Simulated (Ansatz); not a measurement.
The calculation used DFT PBE, scalar-relativistic, plane waves, PAW in Ansatz. All cells share a 420 eV cutoff and Γ-centred k meshes spaced at most about 0.3 Å⁻¹ (2π included). No spin polarisation in the final relaxations.

Temperature and zero-point effects are left out.

Two forms of Te2Pb3Se were relaxed alike.

A.

Space group Pmmn:1 (No. 59). a = 4.554 Å, b = 13.672 Å, c = 6.521 Å, α = 90.00°, β = 90.00°, γ = 90.00°
| atom | site | symmetry | x | y | z |
| --- | --- | --- | --- | --- | --- |
| Te | 4e | m.. | 0.0000 | 0.1710 | 0.2509 |
| Pb | 4e | m.. | 0.0000 | 0.1571 | 0.7513 |
| Pb | 2b | mm2 | 0.0000 | 0.5000 | 0.7785 |
| Se | 2b | mm2 | 0.0000 | 0.5000 | 0.2366 |

B.

Space group Cmcm (No. 63). a = 4.497 Å, b = 12.981 Å, c = 13.978 Å, α = 90.00°, β = 90.00°, γ = 90.00°
| atom | site | symmetry | x | y | z |
| --- | --- | --- | --- | --- | --- |
| Te | 8f | m.. | 0.0000 | 0.1270 | 0.9208 |
| Pb | 8f | m.. | 0.0000 | 0.3623 | 0.9075 |
| Pb | 4c | m2m | 0.0000 | 0.3592 | 0.2500 |
| Se | 4c | m2m | 0.0000 | 0.1416 | 0.2500 |

Problem. Which would you expect to be lower, and how large is the difference?

Solution. A is lower, by 43 meV/atom. A has Te and Se ordered on rock salt sites, space group Pmmn (No. 59), 33.8 Å³/atom and a gap of 0.71 eV on its mesh; B has space group Cmcm (No. 63), 34.0 Å³/atom and a gap of 0.93 eV. Counting Se or Te atoms around Pb (for each partner element, those within 1.25 times its shortest distance or 1.15 times the sum of covalent radii, where it is the nearest in units of that sum or under 1.3; a plus sign parts groups by distance over the sum of covalent radii; a slash parts the counts of unlike sites), A has Pb 5+1/6 and B has Pb 5. In A, Te is surrounded by 6 Pb at 3.26–3.27 Å; Pb on a site of symmetry m has 2 Se at 3.13 Å and 4 Te at 3.26–3.27 Å; Se has 5 Pb at 2.99–3.13 Å and 1 Pb at 3.53 Å; 1 more site not described. In B, around Te lie 1 Pb at 3.06 Å and 4 Pb at 3.28–3.29 Å; Pb on a site of symmetry m has 1 Te at 3.06 Å, 2 Se at 3.15 Å and 2 Te at 3.29 Å; Se is surrounded by 1 Pb at 2.82 Å and 4 Pb at 3.15 Å; 1 more site not described. Both come from invented guesses.

Weakly bound directions are ill-defined at this level, which has no dispersion term (Cmcm), and this can change margins and order among such cells. These runs have no spin–orbit coupling, which can matter for Pb and Te. Kohn–Sham gaps at this level usually fall short of measured ones. The missing spin–orbit coupling can work the other way here. Cells relaxed within their symmetry can be saddle points. The Pmmn cell of Te2Pb3Se came from shaking the Cmcm one.
